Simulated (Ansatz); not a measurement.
TlSnCl₃ in the cubic perovskite structure at its r2SCAN geometry, run in Ansatz 0.2.0 at 2 levels of theory. No spin polarisation. The prototype was imposed, so other structures may be more stable.

The r2SCAN input:
```yaml
crystal:
  lattice:
    - [5.5173601512, 0.0, 0.0]
    - [0.0, 5.5173601512, 0.0]
    - [0.0, 0.0, 5.5173601512]
  atoms:
    - { symbol: Tl, position: [0.0, 0.0, 0.0] }
    - { symbol: Sn, position: [0.5, 0.5, 0.5] }
    - { symbol: Cl, position: [0.5, 0.5, 0.0] }
    - { symbol: Cl, position: [0.5, 0.0, 0.5] }
    - { symbol: Cl, position: [0.0, 0.5, 0.5] }
kpoints:
  mp_grid: { grid: [6, 6, 6] }
  band_path:
    path: [[0.0, 0.0, 0.0], [0.0, 0.5, 0.0], [0.5, 0.5, 0.0], [0.5, 0.5, 0.5]]
    npoints: 1
hamiltonian:
  xc: r2scan
scf:
  occupations: { method: fixed }
  n_extra_bands: 5
output:
  forces: true
  stress: true
  eigenvalues: true
```

Main results, then, where recorded, the levels near the gap in eV from the Fermi energy (columns number the bands from 0), one row a point of the path (Γ, X, M, R):
```
Crystal: 5 atoms, lattice volume = 167.955 Å³
Symmetry: 48 space group operations
Space group: Pm-3m (ITA 221)
```
```
Basis set: ecut = 500 eV, 4337 PW (Γ)
Bands: 29, of which v1, the nominal top of the filled ones, is band 24 counted from 1 (23 counted from 0)
k-points: 20 of 216
Free energy (F): -20753.222169 eV
Fermi energy:    5.088837 eV
--- Stress (GPa, compression-positive) ---
       -0.137419       0.000000       0.000000
        0.000000      -0.137419       0.000000
        0.000000       0.000000      -0.137419
  P = ⅓ Tr σ = -0.1374 GPa (-1.374 kbar)
```
```tsv
band_19	band_20	band_21	band_22	band_23	band_24	band_25	band_26
-4.202	-4.202	-4.171	-4.171	-4.171	2.412	2.412	2.412
-4.256	-4.243	-4.139	-4.139	-2.515	0.732	1.948	1.948
-4.520	-4.358	-4.358	-3.705	-1.207	1.253	1.253	1.541
-4.516	-3.705	-3.705	-3.705	0.000	0.909	0.909	0.909
```

With r2SCAN the valence top lies at R and the conduction bottom at X, 0.73 eV higher; the smallest vertical gap, at R, is 0.91 eV.

HSE06. Against the first input these blocks differ (the band path and keys that only write files left aside):
```yaml
kpoints:
  mp_grid: { grid: [4, 4, 4] }
hamiltonian:
  xc: hse06
```

```
Basis set: ecut = 420 eV, 3287 PW (Γ)
Bands: 29, of which v1, the nominal top of the filled ones, is band 24 counted from 1 (23 counted from 0)
k-points: 10 of 64
Exchange kernel: α = 0.2500, screened, ω = 0.2079 Å⁻¹, Wigner–Seitz truncation, v(0) = 1046.4342 eV·Å³, q-mesh 4×4×4
hybrid outer 1: dexx = +1.096e-2 eV, tail = 8.13e-5 eV
hybrid outer 2: dexx = +1.979e-6 eV, tail = 7.10e-8 eV, Δε = 1.95e-3 eV
Free energy (F): -20721.165965 eV
Fermi energy:    4.908983 eV
--- Stress (GPa, compression-positive) ---
        0.632055       0.000000       0.000000
        0.000000       0.632055       0.000000
        0.000000       0.000000       0.632055
  P = ⅓ Tr σ = 0.6321 GPa (6.321 kbar)
```
```tsv
band_19	band_20	band_21	band_22	band_23	band_24	band_25	band_26
-4.539	-4.539	-4.537	-4.537	-4.537	2.907	2.907	2.907
-4.623	-4.522	-4.491	-4.491	-2.674	1.147	2.351	2.413
-4.806	-4.736	-4.736	-4.044	-1.282	1.615	1.615	1.988
-4.804	-4.043	-4.043	-4.043	0.000	1.242	1.242	1.242
```

With HSE06 the valence top lies at R and the conduction bottom at X, 1.15 eV higher; the smallest vertical gap, at R, is 1.24 eV. At this geometry HSE06 finds +0.6 GPa, compression counted positive: its own equilibrium volume is larger. The stress of a hybrid is loosely converged here.

The hybrids run on coarser meshes, which limits their stresses and small splittings of levels.

Totals of different functionals can't be compared.

Spin-orbit coupling is left out; in compounds of Pb, Bi, Tl or Hg it can lower a gap by up to about 1 eV, split its edges or invert the bands.

The meshes of the hybrids are coarse, so their gaps aren't converged to the digits shown.
